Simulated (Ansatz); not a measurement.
**Property card for AlN**

AlN:
```
AlN
1.0
    3.27573     0.00000     0.00000
   -1.63787     2.83687     0.00000
    0.00000     0.00000     4.10178
Al N
2 2
Direct
  0.33333   0.66667   0.75000
  0.66667   0.33333   0.25000
  0.33333   0.66667   0.25000
  0.66667   0.33333   0.75000
```

Space group P6_3/mmc (No. 194); conventional cell a = b = 3.2757 Å, c = 4.1018 Å, α = β = 90.00°, γ = 120.00°.

Method: the program Ansatz at the LDA level (PAW). Geometry: relaxed at this level of theory. Other levels are named where they apply.

Cell and energy:

- Volume per atom = 9.53 Å³
- Density = 3.57 g/cm³
- Formation energy from the elements (no fitted shifts) = -1.58 eV/atom

Electronic structure:

Band gap: 3.62 eV (direct)
Valence-band maximum: at Γ
Conduction-band minimum: at Γ
Electron effective mass: 0.32, 0.32, 0.38 mₑ (principal values)
Hole effective mass: 0.31, 0.90, 0.90 mₑ (principal values)

Mechanics:

- Bulk modulus (Birch–Murnaghan fit) = 222 GPa
- Pressure derivative B′ = 4.2
- Elastic constants (relaxed ions, GPa) = C11 = 370, C12 = 204, C13 = 141, C33 = 328, C44 = 212
- Mechanical stability = stable (all eigenvalues of C positive)
- Hill bulk and shear moduli = 225 and 129 GPa
- Young's modulus = 325 GPa
- Poisson's ratio = 0.26
- Debye temperature from the elastic constants = 938 K

Dielectric response:

- Electronic dielectric constant ε∞ (DFPT) = 4.44 (xx = yy), 4.84 (zz)
- Static dielectric constant ε0 (ions relaxed, cell fixed) = 8.27 (xx = yy), 38.3 (zz)
- Born charges (a third of the trace) = Al +2.73, N -2.73 e

Phonons:

Highest zone-centre frequency (without LO–TO term): 701 cm⁻¹
Zone-centre stability: no imaginary mode at Γ
Dynamical stability on the path: stable (no imaginary branch)
Zero-point energy: 94.3 meV/atom
Vibrational entropy at 300 K: 10.6 J/(K·mol of atoms)

The workflow started from a Materials Project entry (that database holds measured and hypothetical structures alike); the Crystallography Open Database copy checked does not list it. It is not the phase usual at ambient conditions (space group No. 186, 216). The LDA relaxation kept the symmetry of its start. The references are the lowest solids computed at this level, not always the standard phases (solids in place of the gases).

Potentials: the later of the program's two PAW sets.
